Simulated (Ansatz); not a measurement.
Relaxation of a relaxed Pb cell, doubled along one cell vector, shaken by Gaussian noise of σ = 0.08 Å a coordinate; 4 atoms in the cell, which starts as P1 (No. 1), aP4; a = 4.6519 Å, b = 4.6519 Å, c = 6.5813 Å, α = 105.39°, β = 110.66°, γ = 97.19°. These are PBEsol (plane waves to 420 eV, PAW, scalar-relativistic; Ansatz, a first-principles code) values and carry that method's errors. Γ-centred k-mesh 6×11×8 on the run's cell (coarser than for final values), Fermi–Dirac smearing 0.05 eV. This is the first round of the run. 

The optimiser's lines from the output (shortened; P is positive under compression):

```
relax step   1: F+E_penalty+E_count = -47028.09999732 eV  Δ(F+E_penalty+E_count) = +0.000e0 eV  max|allowed force component| = 1.657e-1 eV/Å  Δτ_max = 0.0000 Å  P = +0.078 GPa  Ω = 124.640 Å³  (6 SCF iters, dr2 threshold 1.00e-7 eV, accepted)
relax step   2: F+E_penalty+E_count = -47028.11508946 eV  Δ(F+E_penalty+E_count) = -1.509e-2 eV  max|allowed force component| = 5.234e-2 eV/Å  Δτ_max = 0.0396 Å  P = -0.061 GPa  Ω = 124.919 Å³  (5 SCF iters, dr2 threshold 4.00e-7 eV, accepted)
relax step   3: F+E_penalty+E_count = -47028.15614979 eV  Δ(F+E_penalty+E_count) = -4.106e-2 eV  max|allowed force component| = 1.205e-1 eV/Å  Δτ_max = 0.1279 Å  P = +0.212 GPa  Ω = 124.100 Å³  (5 SCF iters, dr2 threshold 1.71e-7 eV, accepted)
relax step   4: F+E_penalty+E_count = -47028.23453119 eV  Δ(F+E_penalty+E_count) = -7.838e-2 eV  max|allowed force component| = 2.807e-2 eV/Å  Δτ_max = 0.2000 Å  P = -0.067 GPa  Ω = 124.519 Å³  (5 SCF iters, dr2 threshold 4.00e-7 eV, accepted)
relax step   5: F+E_penalty+E_count = -47028.24081097 eV  Δ(F+E_penalty+E_count) = -6.280e-3 eV  max|allowed force component| = 3.527e-3 eV/Å  Δτ_max = 0.0255 Å  P = +0.079 GPa  Ω = 124.048 Å³  (5 SCF iters, dr2 threshold 4.00e-7 eV, accepted)
relax step   6: F+E_penalty+E_count = -47028.24086711 eV  Δ(F+E_penalty+E_count) = -5.613e-5 eV  max|allowed force component| = 8.237e-4 eV/Å  Δτ_max = 0.0025 Å  P = -0.049 GPa  Ω = 124.396 Å³  (4 SCF iters, dr2 threshold 4.92e-8 eV, accepted)
relax step   7: F+E_penalty+E_count = -47028.24093618 eV  Δ(F+E_penalty+E_count) = -6.908e-5 eV  max|allowed force component| = 1.708e-4 eV/Å  Δτ_max = 0.0004 Å  P = +0.001 GPa  Ω = 124.264 Å³  (3 SCF iters, dr2 threshold 1.75e-8 eV, accepted)
relax step   8: F+E_penalty+E_count = -47028.24099252 eV  Δ(F+E_penalty+E_count) = -5.634e-5 eV  max|allowed force component| = 1.693e-4 eV/Å  Δτ_max = 0.0000 Å  P = -0.004 GPa  Ω = 124.264 Å³  stress off target by 1.46e-2 GPa  SCF on the basis re-selected at this cell (its energy is not comparable with the rows above)  (6 SCF iters)
```

From the first to the last row the energy changes by -0.04 eV/atom and the volume by -0.3 %. The last row is marked as not comparable with the walk above it, whose basis was carried along; it does compare with step 1, since both stand on a basis selected at the nominal cutoff for their own cell.

Later rounds, restarted from the end of this one on a renewed k-mesh, logged 5 more steps and released under 0.01 eV/atom more. The final structure after all rounds: P6/mmm (No. 191), hP1, AFLOW prototype A_hP1_191_a (A_f, as in Sn); a = 3.3468 Å, b = 3.3468 Å, c = 3.2050 Å, α = 90.00°, β = 90.00°, γ = 120.00°. Between re-selections the logged energies stand on a plane-wave basis carried along with the cell. No spin polarisation in the result.

The relaxed structure here is a generated cell of Pb: the first start was made by placing the elements on the sites of a structure type, and the end was not matched to a known phase here, so it may be hypothetical. Known forms of Pb include space group No. 225.
